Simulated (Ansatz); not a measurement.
Given:

YPt3:
```cif
data_Pt3Y
_chemical_formula_sum 'Y1 Pt3'
_space_group_name_H-M_alt 'P 1'
_space_group_IT_number 1
_cell_length_a 4.03189
_cell_length_b 4.03189
_cell_length_c 4.03189
_cell_angle_alpha 90.000
_cell_angle_beta 90.000
_cell_angle_gamma 90.000
loop_
_space_group_symop_operation_xyz
  'x, y, z'
loop_
_atom_site_label
_atom_site_type_symbol
_atom_site_fract_x
_atom_site_fract_y
_atom_site_fract_z
_atom_site_occupancy
Y1 Y 0.00000 0.00000 0.00000 1
Pt1 Pt 0.50000 0.50000 0.00000 1
Pt2 Pt 0.00000 0.50000 0.50000 1
Pt3 Pt 0.50000 0.00000 0.50000 1
```

This is the LDA-relaxed structure.

**Question.** All from LDA (plane waves, PAW; program Ansatz), unless another level is named. Estimate the density of states at the Fermi level.

**Answer.** 0.77 states/eV per atom (mean over ±0.08 eV).

**Question.** Predict the formation energy from the elements (no fitted shifts).

**Answer.** -1.03 eV/atom.

Space group Pm-3m (Cu3Au type). The first step of the workflow began from a Materials Project structure, measured or hypothetical; the Crystallography Open Database files this formula in space group No. 221, but the cells were not matched. Its standing as an ambient phase is unchecked. The LDA relaxation kept the symmetry of its start; whether a distortion lowers the energy is not shown. The run is not spin-polarised. The references are the lowest solids computed at this level, not always the standard phases. Scalar-relativistic: spin–orbit coupling is off unless named, which matters more the heavier the elements.

Potentials: the later of the program's two PAW sets.
